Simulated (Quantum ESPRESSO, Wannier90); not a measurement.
# BaTiO3 (R3m): Wannier90 run

Cell from Materials Project (mp-5020), symmetrised, no further relaxation. COD (Crystallography Open Database) has the formula in 5 space groups, this one among them (matched by group alone). Level: PBEsol, spinors with spin-orbit coupling; pw.x of Quantum ESPRESSO at 68 Ry with PseudoDojo potentials, 6×6×6 k-points, Wannier90. Density: 8×8×8 mesh, cold smearing 0.01 Ry.

On the energy scale of pw.x, whose zero is arbitrary, the valence-band maximum lies at 9.83 eV.

Input w.win:

```
num_bands = 2
num_wann = 2
exclude_bands = 3-76
spinors = true
num_iter = 1000
conv_tol = 1.0e-6
conv_window = 4
write_hr = true
write_u_matrices = true
auto_projections = true
begin unit_cell_cart
ang
    2.8482551358    1.6444408694    2.3355600000
   -2.8482551358    1.6444408694    2.3355600000
    0.0000000000   -3.2888817387    2.3355600000
end unit_cell_cart
begin atoms_frac
Ba   0.0001400000  0.0001400000  0.0001400000
Ti  -0.4866700000 -0.4866700000 -0.4866700000
O    0.4889500000 -0.0202800000  0.4889500000
O    0.4889500000  0.4889500000 -0.0202800000
O   -0.0202800000  0.4889500000  0.4889500000
end atoms_frac
mp_grid = 6 6 6
begin kpoints
0.0000000000 0.0000000000 0.0000000000
0.0000000000 0.0000000000 0.1666666667
0.0000000000 0.0000000000 0.3333333333
... (213 more lines: the 6x6x6 mesh through Gamma)
end kpoints
```

Input of pw2wannier90.x that gives the overlap and projection files (equivalent; here they were cut from one run over all bands):

```
&inputpp
  outdir = './out'
  prefix = 'pwscf'
  seedname = 'w'
  write_amn = .true.
  write_mmn = .true.
  atom_proj = .true.
  atom_proj_exclude = 1 2 3 4 5 6 7 8 9 10 13 14 15 16 17 18 19 20 21 22 23 24 25 26 27 28 29 30 31 32 33 34 35 36 37 38 39 40 41 42 43 44 45 46 47 48 49 50 51 52 53 54
/
```

Output w.wout (banner and timings cut):

```
                                    ------
                                    SYSTEM
                                    ------

                              Lattice Vectors (Ang)
                    a_1     2.848255   1.644441   2.335560
                    a_2    -2.848255   1.644441   2.335560
                    a_3     0.000000  -3.288882   2.335560

                   Unit Cell Volume:      65.63560  (Ang^3)

                        Reciprocal-Space Vectors (Ang^-1)
                    b_1     1.102988   0.636811   0.896742
                    b_2    -1.102988   0.636811   0.896742
                    b_3     0.000000  -1.273621   0.896742

 *----------------------------------------------------------------------------*
 |   Site       Fractional Coordinate          Cartesian Coordinate (Ang)     |
 +----------------------------------------------------------------------------+
 | ba   1   0.00014   0.00014   0.00014   |    0.00000   0.00000   0.00098    |
 | ti   1  -0.48667  -0.48667  -0.48667   |    0.00000  -0.00000  -3.40994    |
 | o    1   0.48895  -0.02028   0.48895   |    1.45042  -0.83740   2.23658    |
 | o    2   0.48895   0.48895  -0.02028   |    0.00000   1.67480   2.23658    |
 | o    3  -0.02028   0.48895   0.48895   |   -1.45042  -0.83740   2.23658    |
 *----------------------------------------------------------------------------*
                                ------------
                                K-POINT GRID
                                ------------

             Grid size =  6 x  6 x  6      Total points =  216

 *---------------------------------- MAIN ------------------------------------*
 |  Number of Wannier Functions               :                 2             |
 |  Number of Objective Wannier Functions     :                 2             |
 |  Number of input Bloch states              :                 2             |
 |  Output verbosity (1=low, 5=high)          :                 1             |
 |  Timing Level (1=low, 5=high)              :                 1             |
 |  Optimisation (0=memory, 3=speed)          :                 3             |
 |  Length Unit                               :               Ang             |
 |  Post-processing setup (write *.nnkp)      :                 F             |
 |  Using Gamma-only branch of algorithms     :                 F             |
 *----------------------------------------------------------------------------*
 *------------------------------- WANNIERISE ---------------------------------*
 |  Total number of iterations                :              1000             |
 |  Number of CG steps before reset           :                 5             |
 |  Trial step length for line search         :             2.000             |
 |  Convergence tolerence                     :         0.100E-05             |
 |  Convergence window                        :                 4             |
 |  Iterations between writing output         :                 1             |
 |  Iterations between backing up to disk     :               100             |
 |  Write r^2_nm to file                      :                 F             |
 |  Write xyz WF centres to file              :                 F             |
 |  Write on-site energies <0n|H|0n> to file  :                 F             |
 |  Use guiding centre to control phases      :                 F             |
 |  Use phases for initial projections        :                 F             |
 *----------------------------------------------------------------------------*
 *-------------------------------- PLOTTING ----------------------------------*
 |  Plotting Hamiltonian in WF basis          :                 T             |
 *----------------------------------------------------------------------------*

       ... (k-mesh section left out)

 Starting a new Wannier90 calculation ...

 Reading overlaps from w.mmn

 Reading projections from w.amn

 *------------------------------- WANNIERISE ---------------------------------*
 +--------------------------------------------------------------------+<-- CONV
 | Iter  Delta Spread     RMS Gradient      Spread (Ang^2)            |<-- CONV
 +--------------------------------------------------------------------+<-- CONV

 ------------------------------------------------------------------------------
 Initial State
  WF centre and spread    1  ( -0.000000, -0.000000, -3.408141 )     0.32700197
  WF centre and spread    2  ( -0.000000, -0.000000, -3.408141 )     0.32700197
  Sum of centres and spreads ( -0.000000, -0.000000, -6.816282 )     0.65400394

      0     0.654E+00     0.0000000000        0.6540039306  <-- CONV
        O_D=      0.0000000 O_OD=      0.0000000 O_TOT=      0.6540039 <-- SPRD
 ------------------------------------------------------------------------------
      1    -0.749E-10     0.0000050352        0.6540039305  <-- CONV
        O_D=      0.0000000 O_OD=      0.0000000 O_TOT=      0.6540039 <-- SPRD
      2    -0.345E-13     0.0000023252        0.6540039305  <-- CONV
        O_D=      0.0000000 O_OD=      0.0000000 O_TOT=      0.6540039 <-- SPRD
      3    -0.756E-11     0.0000023197        0.6540039305  <-- CONV
        O_D=      0.0000000 O_OD=      0.0000000 O_TOT=      0.6540039 <-- SPRD
      4    -0.414E-11     0.0000033490        0.6540039305  <-- CONV
        O_D=      0.0000000 O_OD=      0.0000000 O_TOT=      0.6540039 <-- SPRD
             <<<     Delta < 1.000E-06  over  4 iterations     >>>
             <<< Wannierisation convergence criteria satisfied >>>
 Final State
  WF centre and spread    1  ( -0.000000, -0.000000, -3.408141 )     0.32700197
  WF centre and spread    2  ( -0.000000, -0.000000, -3.408141 )     0.32700197
  Sum of centres and spreads ( -0.000000, -0.000000, -6.816282 )     0.65400394

         Spreads (Ang^2)       Omega I      =     0.654003931
        ================       Omega D      =     0.000000000
                               Omega OD     =     0.000000000
    Final Spread (Ang^2)       Omega Total  =     0.654003931
```
